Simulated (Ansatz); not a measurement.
An input for the plane-wave PAW code Ansatz:

```yaml
crystal:
  lattice:
    - [0.0, 2.4397557272, 2.4397557272]
    - [2.4397557272, 0.0, 2.4397557272]
    - [2.4397557272, 2.4397557272, 0.0]
  atoms:
    - { symbol: Pb, position: [0.0, 0.0, 0.0] }
basis:
  ecutwfc: 420
  ecutrho_ratio: 4
kpoints:
  mp_grid: { grid: [14, 14, 14] }
hamiltonian:
  xc: lda
scf:
  occupations: { method: gaussian, width: 0.05 }
output:
  forces: true
  stress: true
  eigenvalues: true
```

Output, machine lines left out:

```
Pseudopotentials: kind: paw
Pseudopotential: Pb, paw, valence charge 14, recommended cutoff 420 eV (normal), Pb.paw.azcp
Crystal: 1 atoms, lattice volume = 29.045 Å³
Basis set: ecut = 420 eV, 537 PW (Γ)
Bands: 11, of which v1, the nominal top of the filled ones, is band 7 counted from 1 (6 counted from 0)
Symmetry: 48 space group operations
Space group: Fm-3m (ITA 225), of the structure as read, at distance tolerance 3.1e-5 Å
k-points: 104 of 2744
Initial density: superposition of atomic densities (neutral atoms: chi_scale 0, normalization atom), corrected by the library's trained network
Initial wavefunctions: pseudopotential atomic-orbital guess
Functional: x = slater, c = lda
```

```
SCF iter   1: F=—  HF=-11602.360346 eV  |F-HF|=—  |Δ(HF+E_count)|=         —  Δρ=5.10e-3  dr2=4.03e-3  ethr=1.77e-3  ⟨swp⟩=5.9  Hψ=7689  notcnv=0
SCF iter   2: F=—  HF=-11602.358670 eV  |F-HF|=—  |Δ(HF+E_count)|=   1.68e-3  Δρ=1.75e-3  dr2=4.50e-4  ethr=2.88e-5  ⟨swp⟩=2.4  Hψ=2531  notcnv=0  defer=11
SCF iter   3: F=—  HF=-11602.358602 eV  |F-HF|=—  |Δ(HF+E_count)|=   6.80e-5  Δρ=1.86e-4  dr2=8.05e-6  ethr=3.22e-6  ⟨swp⟩=2.0  Hψ=1743  notcnv=0  defer=11
SCF iter   4: F=—  HF=-11602.358601 eV  |F-HF|=—  |Δ(HF+E_count)|=   1.08e-6  Δρ=5.71e-5  dr2=9.45e-7  ethr=5.75e-8  ⟨swp⟩=2.3  Hψ=1834  notcnv=0  defer=11
SCF iter   5: F=-11602.358600 eV  HF=-11602.358600 eV  |F-HF|=9.29e-9  |Δ(HF+E_count)|=   4.63e-7  Δρ=5.77e-6  dr2=8.99e-9  ethr=6.75e-9  ⟨swp⟩=2.0  Hψ=1836  notcnv=0  defer=11
SCF iter   6: F=-11602.358600 eV  HF=-11602.358600 eV  |F-HF|=8.00e-11  |Δ(HF+E_count)|=   4.05e-9  Δρ=5.69e-7  dr2=9.03e-11  ethr=6.42e-11  ⟨swp⟩=3.3  Hψ=5005  notcnv=0
```

```
SCF 1 converged in 6 iterations: F = -11602.358600 eV  dr2 = 9.03e-11
SCF converged after 6 iterations
Free energy (F): -11602.358600 eV
E sigma→0 (E₀):  -11602.358305 eV
Entropy (-TS):   -0.000591 eV (-0.591 meV/atom)
Fermi energy:    11.293779 eV
--- Per-component energies (eV) ---
  E_band       = -32.413729
  E_kinetic    = 290.297695
  E_local      = -990.616127  (includes V_loc(G=0)·N_el)
  E_nonlocal   = 353.626917
  E_hartree    = 392.483644
  E_xc         = -219.690152
  E_vxc        = -134.227381  (∫ρ·V_xc dr)
  E_paw        = -10102.430296  (= ΣΔE_a)
  E_vpaw       = -336.462538  (= ΣTr[D̂ρ^β])
  E_aug_tail   = 0.000043  (compensation charges beyond the density's cutoff)
  E_ewald      = -1325.952019
  E_core_change = -0.077714  (= ΣΔE_core)
  E_smearing   = -0.000591  (= −TS)
--- Forces (eV/Å), atoms counted from 1 ---
  atom   1  Pb     0.00000000     0.00000000     0.00000000
--- Stress (GPa, compression-positive) ---
        0.041876       0.000000       0.000000
        0.000000       0.041876       0.000000
        0.000000       0.000000       0.041876
  P = ⅓ Tr σ = 0.0419 GPa (0.419 kbar)
--- Band table (eV; the first three rows and the last of 104) ---
  k-point 0: bands = ["-5.7604", "-5.7604", "-5.7604", "-5.5975", "-5.5975", "-0.8435", "18.9247", "18.9247", "18.9247", "21.1126", "23.2013"]
  k-point 1: bands = ["-5.7608", "-5.7519", "-5.7519", "-5.5982", "-5.5982", "-0.7410", "17.7072", "18.7976", "18.7976", "20.9175", "23.6728"]
  k-point 2: bands = ["-5.7630", "-5.7325", "-5.7325", "-5.5954", "-5.5954", "-0.4329", "15.4703", "18.4724", "18.4724", "20.6935", "24.2655"]
  k-point 103: bands = ["-5.7563", "-5.7536", "-5.6328", "-5.5388", "-5.4050", "4.6104", "9.2899", "10.3422", "11.5620", "21.8103", "22.5928"]
```

In short (LDA): pressure 0.0 GPa, gap on the mesh zero (metallic).

No spin–orbit coupling, a notable omission for heavy elements.
